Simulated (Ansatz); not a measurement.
One crystal and one scan (frozen-phonon scan) at two levels, PBE (plane waves to 420 eV, PAW, scalar-relativistic; Ansatz, a program for electronic structure) and r2SCAN (plane waves to 500 eV, PAW, scalar-relativistic; Ansatz), each from its own relaxed cell and on its own mesh. The cell shown is that of PBE.

Starting cell, Na (bcc, W type):

```xyz
2
Lattice="-4.1968 4.1968 4.1968 2.0984 -2.0984 2.0984 2.0984 2.0984 -2.0984" Properties=species:S:1:pos:R:3 pbc="T T T"
Na     0.0000     0.0000     0.0000
Na     2.0984     2.0984     2.0984
```

A phonon eigenvector at N = (0.5, 0.0, 0.0) is frozen into this cell: atom i moves by Q times the vector below, so Q is the largest atomic displacement, in Å. The cell is held. (q is in reciprocal vectors of the primitive cell; the cell shown is doubled to hold the pattern.)

```json
[
 {"atom": "Na1", "x": "0.000", "y": "-0.707", "z": "-0.707"},
 {"atom": "Na2", "x": "0.000", "y": "0.707", "z": "0.707"}
]
```

Na was relaxed with its symmetry unable to fall. The PAW data are Ansatz's earlier set. With partly filled bands, energies and forces of such displacements shift with the k mesh and the smearing. Both scans cover Q from -0.100 to 0.100 Å.

ΔE (meV/cell), each from the undisplaced structure of its own level:

```csv
Q (Å),PBE,r2SCAN
-0.100,14.0,15.4
-0.083,9.7,withheld
-0.067,6.2,6.8
-0.050,3.5,3.8
-0.033,1.5,1.7
-0.017,0.4,0.4
0.000,0.0,0.0
0.017,0.4,0.4
0.033,1.5,1.7
0.050,3.5,3.8
0.067,6.2,6.8
0.083,9.7,withheld
0.100,14.0,15.4
```

**Question.** Estimate the r2SCAN value at -0.083 from the PBE value there and the ratio of the two levels in the two nearest given rows on that side of the minimum.

**Answer.** At -0.067 and -0.100 the ratio r2SCAN/PBE averages 1.098, which gives 1.098 × 9.7 = 10.7 meV/cell. The calculation gives 10.6 meV/cell, +9.3 % against PBE.

(For displaced atoms, the force is minus the slope of the energy, and its curvature is a force constant, which sets phonon frequencies.)
